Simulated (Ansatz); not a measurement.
In r²SCAN in the plane-wave PAW code Ansatz, GeBCN in the trigonal phase (R3m; B on 3a, N on 3a, Ge on 3a, C on 3a) relaxes to a = 2.925 Å, c = 14.365 Å. B has 4 nearest neighbours from 1.66 Å (tetrahedral); Ge has 4 nearest neighbours from 1.88 Å (tetrahedral); C has 4 nearest neighbours from 1.74 Å (tetrahedral). Against the elements it lies at 0.068 eV/atom, with no fitted shifts.

The Kohn–Sham gap is 0.79 eV (indirect). The valence maximum lies at Γ and the conduction minimum at F (3 equivalent valleys). HSE06 on the same cell gives 1.41 eV. Gap from r²SCAN with spin–orbit coupling: 0.79 eV. The electron mass is 0.25, 0.33, 0.47 mₑ (principal values).

The bulk modulus is 248 GPa. The relaxed-ion elastic constants in GPa are C11 = 536, C12 = 106, C13 = 93.1, C14 = -46.7, C33 = 581, C44 = 179. The elastic constants imply a Debye temperature near 989 K. Bader charges are B +1.83, N -1.69, Ge +1.78, C -1.92 e.

The start of the workflow was typed in or built on a structure type; neither database checked (COD, Materials Project) lists it. Whether it is the stable phase at ambient conditions was not checked. The r²SCAN relaxation kept the symmetry of its start; its stability against distortions is not shown here. The volume moved by -16 % from the start of the relaxation. The references are the lowest solids computed at this level, not always the standard phases (solids in place of the gases). Scalar-relativistic: spin–orbit coupling is off unless named, which matters more the heavier the elements.

Potentials: the earlier of the program's two PAW sets.
